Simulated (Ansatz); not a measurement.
**Y: elastic constants from stress and strain**

```
CELL_PARAMETERS angstrom
0.00000 2.48500 2.48500
2.48500 0.00000 2.48500
2.48500 2.48500 0.00000
ATOMIC_POSITIONS crystal
Y 0.00000 0.00000 0.00000
```

The cell is COD entry 1534898, as deposited and not checked against the literature; nothing was relaxed.

Method: DFT, LDA, all-electron LAPW, scalar-relativistic (Ansatz 0.2.0).

The runs use a Γ-centred 13×13×13 k mesh, Fermi–Dirac smearing of 0.05 eV, basis error target 1 meV/atom, no spin polarisation.

The unstrained cell is at -1.74 GPa. Large strains and very small stresses are left out. Each strain is applied once, with fractional coordinates held (clamped ions), and σ below is the change of stress, positive in tension. One finite strain gives stress–strain coefficients at this pressure with an error of the order of the strain times third-order constants, a few per cent for each per cent of strain. In a metal the k mesh adds noise of tens of per cent to soft shears.

**Question.** With equal xy, yz and zx engineering shear strains of -1 %, the run gives σxy = -0.33 GPa and γxy = 2εxy = -0.0100. Which stiffness follows?

**Answer.** C44 (clamped ions) = σxy/γxy = 33 GPa.

**Question.** With equal xy, yz and zx engineering shear strains of +1 %, the run gives σxy = 0.34 GPa and γxy = 2εxy = 0.0100. Which stiffness follows?

**Answer.** C44 (clamped ions) = σxy/γxy = 34 GPa.
